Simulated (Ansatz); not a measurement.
A geometry of CsSnI₃ away from equilibrium: step 3 of the relaxation of a relaxed CsSnI3 cell, doubled along one cell vector, shaken by Gaussian noise of σ = 0.08 Å a coordinate. Level of theory: PBE (plane waves to 420 eV, PAW, scalar-relativistic; Ansatz, an electronic-structure program). Γ-centred k-mesh 5×3×2 on the run's cell (coarser than for final values), Fermi–Dirac smearing 0.05 eV.

```yaml
crystal:
  lattice:
    - [4.76604, -0.00026, 0.00421]
    - [-0.00052, 9.56660, -0.00446]
    - [0.01067, -0.00565, 12.02879]
  atoms:
    - { symbol: Cs, position: [0.50690, 0.24513, 0.49416] }
    - { symbol: Cs, position: [0.50446, 0.73968, 0.49934] }
    - { symbol: I, position: [0.52487, 0.25684, 0.15214] }
    - { symbol: I, position: [0.53659, 0.73117, 0.15215] }
    - { symbol: I, position: [0.50819, 0.24708, 0.84905] }
    - { symbol: I, position: [0.53652, 0.74119, 0.84827] }
    - { symbol: I, position: [0.99326, 0.99165, 0.50926] }
    - { symbol: I, position: [0.01730, 0.48969, 0.49425] }
    - { symbol: Sn, position: [0.97933, 0.04868, 0.99403] }
    - { symbol: Sn, position: [0.97909, 0.53221, 0.00775] }
```

Q: Give the Cartesian forces on all atoms (eV/Å).

A: 
| atom | Fx | Fy | Fz |
|---|---|---|---|
| Cs1 | 0.00 | -0.26 | -0.05 |
| Cs2 | 0.03 | 0.08 | 0.00 |
| I3 | 0.29 | -0.37 | -0.04 |
| I4 | 0.25 | -0.52 | 0.02 |
| I5 | 0.15 | -0.59 | 0.01 |
| I6 | 0.29 | -0.33 | 0.05 |
| I7 | 0.28 | 0.04 | 0.11 |
| I8 | -0.30 | 0.12 | -0.03 |
| Sn9 | -0.45 | 0.88 | -0.17 |
| Sn10 | -0.55 | 0.95 | 0.11 |

Q: What is the pressure?

A: +0.2 GPa, compression positive.

Q: How much energy per atom can still be gained by relaxing?

A: 0.41 eV/atom; the path ends in P1 (No. 1) at a tolerance of 0.01 Å, P2₁ (No. 4) at 0.1 Å.

No spin polarisation in the result.

The end of the path is a generated cell of CsSnI3: the first start was made by a random draw of sites in a space group, and the end was not matched to a known phase here, so it may be hypothetical. Known forms of CsSnI3 include space group No. 62, 221.
